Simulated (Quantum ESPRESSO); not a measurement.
# Kohn-Sham bands of SnO (Pmn2₁)

```yaml
crystal:
  lattice:
    - [3.35500, 0.00000, 0.00000]
    - [0.00000, 5.67410, 0.00000]
    - [0.00000, 0.00000, 4.22197]
  atoms:
    - { symbol: Sn, position: [0.00000, 0.23191, 0.51314] }
    - { symbol: Sn, position: [0.50000, 0.76809, 0.01314] }
    - { symbol: O, position: [0.00000, 0.89125, 0.73686] }
    - { symbol: O, position: [0.50000, 0.10875, 0.23686] }
```

Structure: Materials Project mp-545552, symmetrised, not relaxed again. Not found in the COD (Crystallography Open Database) copy used, which has the formula in other groups; not checked further. Level: PBEsol, no spin polarisation, no spin-orbit coupling; pw.x of Quantum ESPRESSO at 68 Ry with PseudoDojo potentials, 4×6×4 k-points, Wannier90. Density: 10×6×8 mesh, cold smearing 0.01 Ry. The cell is built of weakly bound layers, chains or molecules, whose nearest atoms lie 3.86 Å apart. Database cells relaxed without dispersion often hold them too far apart, which can enlarge gaps and weakens couplings between them; spacing and stacking were not compared with the measured crystal. Spin-orbit coupling is left out although heavy elements are present.

The lattice is scaled uniformly by ε, fractional positions fixed (axis ratios and free coordinates are held, so this isn't the response to pressure); Kohn-Sham values from pw.x, the row at 1.5 % withheld:

| ε (%) | gap (eV) | width of the top valence group (eV) | direct gap at Γ (eV) | direct gap at X (eV) |
|---|---|---|---|---|
| -3.0 | 1.174 | 8.710 | 2.652 | 3.889 |
| -1.5 | 1.236 | 8.386 | 2.635 | 3.837 |
| 0.0 | 1.293 | 8.090 | 2.622 | 3.786 |
| 1.5 | ? | ? | ? | ? |
| 3.0 | 1.396 | 7.562 | 2.603 | 3.685 |

Task: Fit y = y₀ + bε + cε² to the rows at -3.0, 0 and 3.0 %, check it on the fourth row, and predict the withheld one.

Result: 
- gap (eV): b = (1.396 − 1.174)/6 = 0.0370, c = (1.396 + 1.174 − 2×1.293)/18 = -0.00089. Check at -1.5 %: 1.235 for 1.236. Prediction 1.346; the run gives 1.346.
- width of the top valence group (eV): b = (7.562 − 8.710)/6 = -0.1913, c = (7.562 + 8.710 − 2×8.090)/18 = 0.00511. Check at -1.5 %: 8.388 for 8.386. Prediction 7.815; the run gives 7.816.
- direct gap at Γ (eV): b = (2.603 − 2.652)/6 = -0.0082, c = (2.603 + 2.652 − 2×2.622)/18 = 0.00061. Check at -1.5 %: 2.636 for 2.635. Prediction 2.611; the run gives 2.613.
- direct gap at X (eV): b = (3.685 − 3.889)/6 = -0.0340, c = (3.685 + 3.889 − 2×3.786)/18 = 0.00011. Check at -1.5 %: 3.837 for 3.837. Prediction 3.735; the run gives 3.736.
